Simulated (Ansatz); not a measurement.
K₂PdBr₄:
```
K2PdBr4
1.0
    7.34303     0.00000     0.00000
    0.00000     7.34303     0.00000
    0.00000     0.00000     4.29339
K Pd Br
2 1 4
Direct
  0.00000   0.50000   0.50000
  0.50000   0.00000   0.50000
  0.00000   0.00000   0.00000
  0.76578   0.76578   0.00000
  0.23422   0.23422   0.00000
  0.23422   0.76578   0.00000
  0.76578   0.23422   0.00000
```

PBEsol in the plane-wave PAW code Ansatz gives a gap of 1.18 eV without spin–orbit coupling, maximum at X, minimum at M.

What happens when spin–orbit coupling is switched on?

The gap falls by 0.09 eV, to 1.09 eV; maximum at M, minimum at M.

Give the electron effective mass with spin–orbit coupling.

0.52, 0.52, 5.6 mₑ (principal values).

Give the hole effective mass with spin–orbit coupling.

1.6, 4.8, 4.8 mₑ (principal values).

Space group P4/mmm. The workflow started from a Materials Project entry (that database holds measured and hypothetical structures alike); the Crystallography Open Database files this formula in space group No. 123, but the cells were not matched. Whether it is the stable phase at ambient conditions was not checked. The PBEsol relaxation kept the symmetry of its start; its stability against distortions is not shown here. No spin polarisation was allowed.

Potentials: the later of the program's two PAW sets.
